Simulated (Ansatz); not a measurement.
GaCuBr4:
```yaml
crystal:
  lattice:
    - [5.46402, 0.00000, 0.00000]
    - [0.00000, 5.46402, 0.00000]
    - [0.00000, 0.00000, 10.48751]
  atoms:
    - { symbol: Ga, position: [0.00000, 0.50000, 0.25000] }
    - { symbol: Ga, position: [0.50000, 0.00000, 0.75000] }
    - { symbol: Cu, position: [0.00000, 0.00000, 0.00000] }
    - { symbol: Cu, position: [0.00000, 0.00000, 0.50000] }
    - { symbol: Br, position: [0.25655, 0.25883, 0.12331] }
    - { symbol: Br, position: [0.25883, 0.74345, 0.87669] }
    - { symbol: Br, position: [0.74345, 0.74117, 0.12331] }
    - { symbol: Br, position: [0.74117, 0.25655, 0.87669] }
    - { symbol: Br, position: [0.25655, 0.74117, 0.37669] }
    - { symbol: Br, position: [0.25883, 0.25655, 0.62331] }
    - { symbol: Br, position: [0.74345, 0.25883, 0.37669] }
    - { symbol: Br, position: [0.74117, 0.74345, 0.62331] }
```

x, y and z are the axes in which the lattice vectors are written.

Question: Give the proper piezoelectric stress tensor with relaxed ions from LDA (plane waves, PAW; program Ansatz).

Answer: In C/m², rows x, y, z, Voigt columns; mesh uncertainty up to 0.00.
```
0.00  0.00  0.00  0.06  0.00  0.00
0.00  0.00  0.00  0.00  0.06  0.00
0.00  0.00  0.00  0.00  0.00  0.08
```

The elastic tensor of the same run (GPa):

|  | 1 | 2 | 3 | 4 | 5 | 6 |
|---|---|---|---|---|---|---|
| 1 | 25.7 | 10.8 | 18.4 | 0.0 | 0.0 | 0.0 |
| 2 | 10.8 | 25.7 | 18.4 | 0.0 | 0.0 | 0.0 |
| 3 | 18.4 | 18.4 | 35.2 | 0.0 | 0.0 | 0.0 |
| 4 | 0.0 | 0.0 | 0.0 | 16.2 | 0.0 | 0.0 |
| 5 | 0.0 | 0.0 | 0.0 | 0.0 | 16.2 | 0.0 |
| 6 | 0.0 | 0.0 | 0.0 | 0.0 | 0.0 | 9.7 |

Question: Convert to strain constants d = e·S.

Answer: In pC/N:
```
0.0  0.0  0.0  3.4  0.0  0.0
0.0  0.0  0.0  0.0  3.4  0.0
0.0  0.0  0.0  0.0  0.0  7.7
```

Space group P-42c. The workflow started from a Materials Project entry (that database holds measured and hypothetical structures alike); the Crystallography Open Database copy checked does not list it. Its standing as an ambient phase is unchecked. The LDA relaxation kept the symmetry of its start; phonons on a q-mesh show no instability. The run is not spin-polarised.

Potentials: the later of the program's two PAW sets.
